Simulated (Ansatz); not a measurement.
TaAs (I4_1md), relaxed with PBE (Ansatz, a program for electronic structure, plane waves, PAW): a = b = 3.4628 Å, c = 11.7349 Å, α = β = γ = 90.00°.

* **ΔH_f (eV/atom)**: -0.54
* **B₀ by P(V) fit (GPa)**: 174

Question: The same phase is relaxed and computed with PBEsol in the same code. What are the cell and these values now?

Answer: a = 3.4286 Å, b = 3.4286 Å, c = 11.5826 Å, α = 90.00°, β = 90.00°, γ = 90.00°.

ΔH_f (eV/atom): -0.61
B₀ by P(V) fit (GPa): 189

All cells were relaxed under the symmetry of their starts (and spin orders); stability against distortions was not tested throughout. Rows with no word on spin ran without spin polarisation. Scalar-relativistic: spin–orbit coupling is off unless named, which matters more the heavier the elements.

Potentials: the later of the program's two PAW sets.

Ansatz is a plane-wave DFT program.

Formation energies count from the lowest solids of the elements computed at the same level, not from gases.
